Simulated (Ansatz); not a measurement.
CdS:
```
CELL_PARAMETERS angstrom
      0.00000     2.91218     2.91218
      2.91218     0.00000     2.91218
      2.91218     2.91218     0.00000
ATOMIC_POSITIONS crystal
  S  0.75000 0.75000 0.75000
  Cd 0.00000 0.00000 0.00000
```

Relaxed with PBEsol.

Task: Which orbitals make up the states near the band edges in PBEsol in the plane-wave PAW code Ansatz?

Result: Top 1 eV of the valence band: S 3p 89 %, Cd 4d 7 %. Bottom 1 eV of the conduction band: Cd 5s 55 %, S 3p 21 %, S 3s 21 %. Projections are on Löwdin-orthogonalised atomic valence shells; empty p or d shells of many metals are not among them.

Task: Tabulate the density of states.

Result: States/eV per cell of 2 atoms, in 0.25 eV bins, energy from the valence-band maximum.

| E (eV) | total | Cd 4d | S 3p | Cd 5s |
|---|---|---|---|---|
| -7.85 | 0.06 | 0.06 | 0.01 | 0.00 |
| -7.60 | 15.66 | 14.54 | 1.04 | 0.05 |
| -7.35 | 11.80 | 11.48 | 0.23 | 0.05 |
| -7.10 | 7.80 | 7.63 | 0.06 | 0.05 |
| -6.85 | 3.34 | 2.97 | 0.06 | 0.06 |
| -6.60 | 1.33 | 1.17 | 0.01 | 0.01 |
| -6.35 | 0.00 | 0.00 | 0.00 | 0.00 |
| -6.10 | 0.00 | 0.00 | 0.00 | 0.00 |
| -5.85 | 0.00 | 0.00 | 0.00 | 0.00 |
| -5.60 | 0.00 | 0.00 | 0.00 | 0.00 |
| -5.35 | 0.00 | 0.00 | 0.00 | 0.00 |
| -5.10 | 0.00 | 0.00 | 0.00 | 0.00 |
| -4.85 | 0.00 | 0.00 | 0.00 | 0.00 |
| -4.60 | 0.00 | 0.00 | 0.00 | 0.00 |
| -4.35 | 0.41 | 0.01 | 0.29 | 0.10 |
| -4.10 | 2.30 | 0.06 | 1.49 | 0.68 |
| -3.85 | 1.92 | 0.09 | 1.20 | 0.54 |
| -3.60 | 0.87 | 0.06 | 0.54 | 0.21 |
| -3.35 | 0.61 | 0.05 | 0.37 | 0.13 |
| -3.10 | 0.44 | 0.04 | 0.26 | 0.09 |
| -2.85 | 0.36 | 0.03 | 0.21 | 0.07 |
| -2.60 | 0.60 | 0.04 | 0.46 | 0.05 |
| -2.35 | 1.77 | 0.10 | 1.50 | 0.06 |
| -2.10 | 1.64 | 0.09 | 1.39 | 0.05 |
| -1.85 | 2.16 | 0.12 | 1.88 | 0.04 |
| -1.60 | 2.19 | 0.13 | 1.92 | 0.04 |
| -1.35 | 2.17 | 0.13 | 1.91 | 0.03 |
| -1.10 | 2.18 | 0.14 | 1.92 | 0.02 |
| -0.85 | 2.12 | 0.14 | 1.88 | 0.01 |
| -0.60 | 1.26 | 0.09 | 1.12 | 0.01 |
| -0.35 | 0.76 | 0.06 | 0.67 | 0.00 |
| -0.10 | 0.26 | 0.02 | 0.23 | 0.00 |
| 0.15 | 0.00 | 0.00 | 0.00 | 0.00 |
| 0.40 | 0.00 | 0.00 | 0.00 | 0.00 |
| 0.65 | 0.00 | 0.00 | 0.00 | 0.00 |
| 0.90 | 0.00 | 0.00 | 0.00 | 0.00 |
| 1.15 | 0.00 | 0.00 | 0.00 | 0.00 |
| 1.40 | 0.01 | 0.00 | 0.00 | 0.01 |
| 1.65 | 0.03 | 0.00 | 0.01 | 0.02 |
| 1.90 | 0.05 | 0.00 | 0.01 | 0.03 |
| 2.15 | 0.08 | 0.00 | 0.02 | 0.04 |
| 2.40 | 0.12 | 0.00 | 0.03 | 0.06 |
| 2.65 | 0.17 | 0.00 | 0.04 | 0.09 |
| 2.90 | 0.33 | 0.00 | 0.08 | 0.18 |
| 3.15 | 0.60 | 0.00 | 0.13 | 0.32 |
| 3.40 | 0.67 | 0.00 | 0.15 | 0.34 |
| 3.65 | 1.02 | 0.00 | 0.19 | 0.40 |
| 3.90 | 1.36 | 0.00 | 0.23 | 0.48 |
| 4.15 | 1.43 | 0.00 | 0.25 | 0.49 |
| 4.40 | 1.41 | 0.00 | 0.29 | 0.51 |
| 4.65 | 1.07 | 0.00 | 0.22 | 0.35 |
| 4.90 | 1.01 | 0.00 | 0.20 | 0.28 |
| 5.15 | 0.90 | 0.00 | 0.15 | 0.19 |
| 5.40 | 1.50 | 0.00 | 0.21 | 0.26 |
| 5.65 | 1.59 | 0.00 | 0.13 | 0.14 |
| 5.90 | 1.41 | 0.00 | 0.07 | 0.04 |

Space group F-43m (zinc blende). The PBEsol relaxation kept the symmetry of its start. Spin–orbit coupling is left out wherever it is not named.

Potentials: the later of the program's two PAW sets.
